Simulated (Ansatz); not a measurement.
This cell of CdS (zinc blende) is off equilibrium:

```xyz
2
Lattice="0.0000 2.7730 2.7730 2.7730 0.0000 2.7730 2.7730 2.7730 0.0000" Properties=species:S:1:pos:R:3 pbc="T T T"
S      4.1595     4.1595     4.1595
Cd     0.0000     0.0000     0.0000
```

Calculation: r2SCAN (plane waves to 500 eV, PAW, scalar-relativistic; Ansatz, a first-principles code). k mesh 10×10×10 (Γ-centred), Fermi-Dirac smearing 0.05 eV. Energies are smeared free energies. Compression counts positive. CdS was relaxed with its symmetry unable to fall.

### Question
Give the stress tensor in GPa and the pressure.

### Answer
```
   15.6      0.0      0.0
    0.0     15.6      0.0
    0.0      0.0     15.6
```
The pressure, a third of the trace, is 15.6 GPa.

### Question
It is the relaxed cell scaled evenly to V/V₀ = 0.840, atoms relaxed where free. What is its energy relative to the relaxed cell?

### Answer
168.4 meV/atom.

(Under strain, the slope of the energy per volume gives the stress and its curvature an elastic modulus.)
